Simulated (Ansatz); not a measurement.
MoSeS:
```yaml
crystal:
  lattice:
    - [3.18972, 0.00000, 0.00000]
    - [-1.59486, 2.76238, 0.00000]
    - [0.00000, 0.00000, 12.56677]
  atoms:
    - { symbol: Mo, position: [0.00000, 0.00000, 0.26506] }
    - { symbol: Mo, position: [0.00000, 0.00000, 0.73494] }
    - { symbol: Se, position: [0.66667, 0.33333, 0.86937] }
    - { symbol: Se, position: [0.33333, 0.66667, 0.13063] }
    - { symbol: S, position: [0.33333, 0.66667, 0.38570] }
    - { symbol: S, position: [0.66667, 0.33333, 0.61430] }
```

Relaxed with LDA. Special points in fractions of this cell's reciprocal vectors: Γ (0.000, 0.000, 0.000); M (0.500, 0.000, 0.000); K (0.333, 0.333, 0.000); A (0.000, 0.000, 0.500); L (0.500, 0.000, 0.500); H (0.333, 0.333, 0.500).

Q: List the band energies nearest the valence-band maximum at these points for LDA in the plane-wave PAW code Ansatz.

A: In eV from the valence-band maximum; about four levels below and three above (degenerate sets whole), none deeper than 8.9 eV; points with the same levels are listed once.

| k | below | above |
|---|---|---|
| Γ | -2.03 -2.03 -1.56 -1.46 0.00 | 2.01 2.01 2.22 2.22 |
| M | -1.76 -1.64 -1.41 -1.27 | 1.38 1.43 1.77 |
| K | -3.08 -3.08 -0.87 -0.87 | 0.83 0.88 1.99 1.99 |
| A | -2.03 -2.03 -0.87 -0.04 | 2.03 2.03 2.18 2.18 |
| L | -1.54 -1.53 -1.52 -1.28 | 1.40 1.41 1.66 |
| H | -3.03 -3.03 -0.84 -0.84 | 0.84 0.87 1.76 1.76 |

Space group P-3m1. The workflow started from a Materials Project entry (that database holds measured and hypothetical structures alike); the Crystallography Open Database copy checked does not list it. Its standing as an ambient phase is unchecked. The cell was relaxed with LDA under the symmetry of its start; of distortions, only those at the zone centre were tested. The run is not spin-polarised. A crystal of weakly bound layers computed without a dispersion correction: the cell and the soft elastic constants depend strongly on that. Spin–orbit coupling is left out wherever it is not named.

Potentials: the later of the program's two PAW sets.
